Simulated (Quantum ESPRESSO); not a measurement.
AgNO3 is taken in the trigonal space group R3c, hexagonal axes (No. 161), Pearson symbol hR10. Conventional cell: a = b = 5.152 Å, c = 16.325 Å, α = β = 90.00°, γ = 120.00°. N on 6a is surrounded by 3 O at 1.265 Å (trigonal planar). O on 18b is surrounded by 1 N at 1.265 Å and 1 Ag at 2.404 Å and 1 Ag at 2.525 Å. Ag on 6a sees 3 O at 2.404 Å and 3 O at 2.525 Å. (Neighbours: up to the widest gap in distance over summed covalent radii, below 1.35, at either atom; cation-cation contacts left out.)
(The calculation used a cell of 10 atoms; values per cell refer to that cell.)

The geometry is that of Materials Project entry mp-552185, symmetrised and not relaxed again.

**Question.** What does PBEsol (pw.x of Quantum ESPRESSO, ONCV potentials, scalar-relativistic) give for the electronic structure near the Fermi level?

**Answer.** The PBEsol gap is indirect, 1.72 eV, from 80 % of the way from Γ to X to Γ; the smallest direct gap is 1.90 eV. Another valence extremum on the path lies within 0.02 eV, too close to call. Spin-orbit splittings are left out.

The structure is a Materials Project entry; no match was found in the copy of COD used, and its stability was not checked.
